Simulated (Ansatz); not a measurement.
TiAl, first-principles data

TiAl:
```xyz
2
Lattice="2.8705 0.0000 0.0000 -1.4353 2.4859 0.0000 0.0000 0.0000 4.6300" Properties=species:S:1:pos:R:3 pbc="T T T"
Ti     0.0000     0.0000     0.0000
Al     0.0000     1.6573     2.3150
```

Space group P-6m2 (No. 187); conventional cell a = b = 2.8705 Å, c = 4.6300 Å, α = β = 90.00°, γ = 120.00°.

Method: r²SCAN (plane waves, PAW; program Ansatz). Geometry: relaxed at this level of theory. Other levels are named where they apply.

**Cell and energy**

- Volume per atom: 16.52 Å³
- Density: 3.76 g/cm³
- Formation energy from the elements (no fitted shifts): -0.27 eV/atom

**Electronic structure**

- Electronic character: metallic (no gap)
- Density of states at the Fermi level: 1.2 states/eV per atom (mean over ±0.08 eV)

**Mechanics**

- Bulk modulus (Birch–Murnaghan fit) = 112 GPa
- Pressure derivative B′ = 3.6
- Elastic constants (relaxed ions, GPa) = C11 = 148, C12 = 105, C13 = 69.4, C33 = 244, C44 = 81.6
- Mechanical stability = stable (all eigenvalues of C positive)
- Hill bulk and shear moduli = 113 and 47.7 GPa
- Young's modulus = 125 GPa
- Poisson's ratio = 0.32
- Debye temperature from the elastic constants = 466 K

**Phonons**

- Highest zone-centre frequency: 350 cm⁻¹
- Zone-centre stability: no imaginary mode at Γ

**Charges**

* **Bader charges**: Ti +0.64, Al -0.64 e

The workflow started from a Materials Project entry (that database holds measured and hypothetical structures alike); the Crystallography Open Database copy checked does not list it. With Ti and Al taken as one species the cell has the higher symmetry P6_3/mmc, so it may be an ordered model of a mixed-site phase. It is not the phase usual at ambient conditions (space group No. 123). The cell was relaxed with r²SCAN under the symmetry of its start. No spin polarisation was allowed. As this level gives no gap, shear constants depend on the k-mesh and smearing (Fermi–Dirac, 0.1 eV here). As this level gives no gap, phonon frequencies hold no LO–TO term and depend on the k-mesh and smearing (Fermi–Dirac, 0.1 eV here). Axis ratios of metals converge slowly with the k-mesh, so a and c are less sure than the volume. The references are the lowest solids computed at this level, not always the standard phases.

Potentials: the earlier of the program's two PAW sets.
